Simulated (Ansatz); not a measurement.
**Fields on a plane of NaI (rock salt)**

```
CELL_PARAMETERS angstrom
      0.00000     3.23007     3.23007
      3.23007     0.00000     3.23007
      3.23007     3.23007     0.00000
ATOMIC_POSITIONS crystal
  I  0.00000 0.00000 0.00000
  Na 0.50000 0.50000 0.50000
```

The slice is a {111} plane (indices of the conventional cell) through the point (0.000, 0.000, 0.000) (fractional), spanned by u = [100] and v = [-1 2 0] in vectors of this cell: u (4.57 Å) and v (7.91 Å, at 90° to u). It covers one period; positions are fractions (u, v).

Atoms on it: I at (0.00, 0.00); I at (0.50, 0.50).

Level of theory: r2SCAN (plane waves to 500 eV, PAW, scalar-relativistic; Ansatz, a program for electronic structure). k mesh 9×9×9. Inside the PAW spheres the values are not all-electron values, and peaks at nuclei hang on which shells count as valence. NaI was relaxed with its symmetry unable to fall. Spin-orbit coupling is left out, though I is heavy.

```
|xxxx447788999955110011559999887744xx|
|xx4466889999885500000055889999886644|
|777788889999883300000033889999888877|
|888899999988662200000022668899999988|
|999999998866330000000000336688999999|
|999999775522000000000000002255779999|
|777755331100000000000000000011335577|
|332211000000001122332211000000001122|
|000000000011335577777755331100000000|
|000000002255779999999999775522000000|
|000000336688999999999999998866330000|
|000022668899999988888899999988662200|
|000033889999888877777788889999883300|
|000055889999886644xx4466889999885500|
|0011559999887744xxxxxx44778899995511|
|0011669999887733xxxxxx33778899996611|
|0011559999887744xxxxxx44778899995511|
|000055889999886644xx4466889999885500|
|000033889999888877777788889999883300|
|000022668899999988888899999988662200|
|000000336688999999999999998866330000|
|000000002255779999999999775522000000|
|000000000011335577777755331100000000|
|332211000000001122332211000000001122|
|777755331100000000000000000011335577|
|999999775522000000000000002255779999|
|999999998866330000000000336688999999|
|888899999988662200000022668899999988|
|777788889999883300000033889999888877|
|xx4466889999885500000055889999886644|
|xxxx447788999955110011559999887744xx|
|xxxx337788999966110011669999887733xx|
```
Scale: ten equal steps from 0.01 (start of '0') to 0.79 (end of '9'), in the order '0123456789'. Values: electron localisation function (ELF). The map has 18 points along u (two characters each, u = 0 at the left) and 32 along v (v = 0 in the bottom row). Points within 0.5 Å of a nucleus are blanked (x), as the pseudised field means little there.

```tsv
v \ u	0.00	0.17	0.33	0.50	0.67	0.83
0.88	-0.1	-0.5	-1.2	-1.7	-1.2	-0.5
0.75	-1.4	-1.5	-1.5	-1.4	-1.5	-1.5
0.62	-1.7	-1.2	-0.5	-0.1	-0.5	-1.2
0.50	-1.5	-0.8	0.1	1.3	0.1	-0.8
0.38	-1.7	-1.2	-0.5	-0.1	-0.5	-1.2
0.25	-1.4	-1.5	-1.5	-1.4	-1.5	-1.5
0.12	-0.1	-0.5	-1.2	-1.7	-1.2	-0.5
0.00	1.3	0.1	-0.8	-1.5	-0.8	0.1
```

Values: log₁₀ of the valence density in e/Å³. The scale is logarithmic, as a density can span decades between atoms and voids.
